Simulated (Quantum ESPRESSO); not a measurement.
Inputs of pw.x and gipaw.x (a modified build of Quantum ESPRESSO, PBE) for NaCl; the starting potential comes from an earlier run on another mesh:

```
&CONTROL
  calculation = 'scf'
  prefix = 'x'
  pseudo_dir = './pseudo'
  outdir = './out'
  tprnfor = .true.
/
&SYSTEM
  ibrav = 0
  nat = 2
  ntyp = 2
  ecutwfc = 60
  ecutrho = 240
  occupations = 'fixed'
  nbnd = 8
/
&ELECTRONS
  conv_thr = 1e-11
  startingpot = 'file'
/
ATOMIC_SPECIES
Na 22.990 Na.GGA_PBE-JTH.UPF
Cl 35.450 Cl.GGA_PBE-JTH.UPF
CELL_PARAMETERS angstrom
    0.000000000000     2.794065000000     2.794065000000
    2.794065000000     0.000000000000     2.794065000000
    2.794065000000     2.794065000000     0.000000000000
ATOMIC_POSITIONS crystal
Na     0.000000000000     0.000000000000     0.000000000000
Cl     0.500000000000     0.500000000000     0.500000000000
K_POINTS automatic
4 4 4 1 1 1
```

```
&INPUTGIPAW
  job = 'nmr'
  prefix = 'x'
  tmp_dir = './out/'
  restart_mode = 'from_scratch'
  pawproj(1) = .true.
  pawproj(2) = .true.
  use_nmr_macroscopic_shape = .false.
/
```

The cell comes from the Materials Project (a computed structure). It is NaCl in Fm-3m. Stability against distortions was not tested.

Q: Predict the shielding tensors that the run ends with.

A: 
```
     Total NMR chemical shifts in ppm: ---------------------------------------
     (adopting the Simpson convention for anisotropy and asymmetry)-----------

     Atom  1  Na  pos: (  0.000000  0.000000  0.000000)  Total sigma:         538.25
           538.2534          0.0000         -0.0000
             0.0000        538.2534          0.0000
            -0.0000          0.0000        538.2534

     Na      1    anisotropy:     -0.00    eta:    0.0000
     Na      1    sigma_11=    538.25
     Na      1    sigma_22=    538.25
     Na      1    sigma_33=    538.25

     Atom  2  Cl  pos: (  0.707107  0.707107  0.707107)  Total sigma:         964.32
           964.3157         -0.0000          0.0000
            -0.0000        964.3157         -0.0000
             0.0000          0.0000        964.3157

     Cl      2    anisotropy:      0.00    eta:    0.0000
     Cl      2    sigma_11=    964.32
     Cl      2    sigma_22=    964.32
     Cl      2    sigma_33=    964.32
```
The printed anisotropy is 3/2 (σ_33 − σ_iso) in the program's own order; the axes are left out here. All sites are cubic, so the anisotropy vanishes by symmetry. These are absolute shieldings with no macroscopic susceptibility term; δ = σ_ref − σ needs a reference computed alike. By our sweeps, such settings leave a few ppm in absolute σ. The datasets of Na, Cl hold no d projectors, which limits absolute σ on these atoms.
